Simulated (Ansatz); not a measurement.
## Formation energy of CaCo₂ (AlB2-type structure)

Computed with Ansatz (plane waves, PAW, 420 eV cutoff): PBEsol, scalar-relativistic, collinear spin, 10×10×8 k-mesh, Gaussian smearing of 0.05 eV. The datasets are Ansatz's generated set soft_2.

The start was a prototype's sites filled with these elements, not a measured cell.

Symmetry: P6/mmm, No. 191, hexagonal system. Conventional cell: a = 3.751 Å, b = 3.751 Å, c = 4.335 Å, α = 90.00°, β = 90.00°, γ = 120.00°. Ca (site symmetry 6/mmm) has 12 Co at 3.06 Å as nearest neighbours. Around Co (site symmetry -6m2) lie 3 Co at 2.17 Å. (Shells end 15 % past the nearest neighbour.)

The elements were computed in their standard states with the same datasets, cutoff and functional. The compound's run is ferromagnetic, with site spin moments Ca -0.10; Co 1.22 μB. Absolute energies hang on the potentials; compare differences alone.

Energy of the relaxed cell (3 atoms, smearing extrapolated to zero): -11979.032 eV. Elements, in eV/atom: Ca -1793.732, Co -5092.993.

Task: What is the formation energy?

Result: [-11979.032 − (1 × -1793.732 + 2 × -5092.993)] / 3 = 0.23 eV/atom, or 22 kJ per mole of atoms.

The value is for 0 K, without zero-point energy. A positive value means that this structure is unstable even against the elements at this level.

The run wasn't fully tested for a lower electronic state. Site moments are of spin, integrated over atomic spheres. Only parallel moments were tried, so the real magnetic order may be another.
